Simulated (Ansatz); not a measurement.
Na3TeH (Pm-3m) at 3 levels of theory

One geometry, relaxed with PBE; plane waves with PAW potentials in Ansatz, scalar-relativistic unless the row names spin-orbit coupling. No spin polarisation but for the spin–orbit row. Gaps are the least over mesh and band path; pressure is positive in compression.

```
Na Te H
1.0
     4.76003    0.00000    0.00000
     0.00000    4.76003    0.00000
     0.00000    0.00000    4.76003
Na Te H
3 1 1
Direct
  0.50000 0.00000 0.00000
  0.00000 0.50000 0.00000
  0.00000 0.00000 0.50000
  0.50000 0.50000 0.50000
  0.00000 0.00000 0.00000
```

```csv
level,cutoff (eV),k mesh,gap (eV),pressure (GPa)
PBE,420,6×6×6,2.63,0.0
```

Question: What comes out on the same cell with r2SCAN, PBE with spin-orbit coupling?

Answer:
| level | cutoff (eV) | k mesh | gap (eV) | pressure (GPa) |
| --- | --- | --- | --- | --- |
| r2SCAN | 500 | 6×6×6 | 3.30 | -0.6 |
| PBE with spin-orbit coupling | 420 | 6×6×6 | 2.58 | 0.0 |

Spin-orbit coupling matters for the bands of heavy elements and enters only rows that name it.

The structure comes from a generated guess; another structure or a mixture of phases may lie lower.
